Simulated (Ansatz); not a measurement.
TaP in space group I4_1md (No. 109; Ta on 4a, P on 4a) at seven volumes, plane-wave PAW PBEsol (Ansatz code), shape and atoms relaxed at each. One row is withheld.

```tsv
V (Å³/atom)	P (GPa)
14.055	24.88
14.518	15.29
14.981	7.06
15.445	0.00
15.908	-6.04
16.371	-11.22
16.835	?
```

Problem. Fit the shown pressures and predict the withheld one.

Solution. Third-order Birch–Murnaghan: P = (3/2)B₀(x^(7/2) − x^(5/2))[1 + (3/4)(B′ − 4)(x − 1)] with x = (V₀/V)^(2/3). Least squares on the six rows gives V₀ = 15.445 Å³/atom, B₀ = 217.3 GPa, B′ = 4.11. At V = 16.835, x = 0.9442 and P = -15.69 GPa. The run itself gave -15.65 GPa.

The first step of the workflow began from a Materials Project structure, measured or hypothetical; the Crystallography Open Database copy checked does not list it. COD files the formula under space group No. 141. Its standing as an ambient phase is unchecked. Symmetry was held in the PBEsol relaxation; its stability against distortions is not shown here. The run is not spin-polarised. Spin–orbit coupling is left out wherever it is not named.

Potentials: the earlier of the program's two PAW sets. The files were generated under PBE; for other functionals the program regenerates the frozen cores, and for LDA and PBEsol the local potential too.
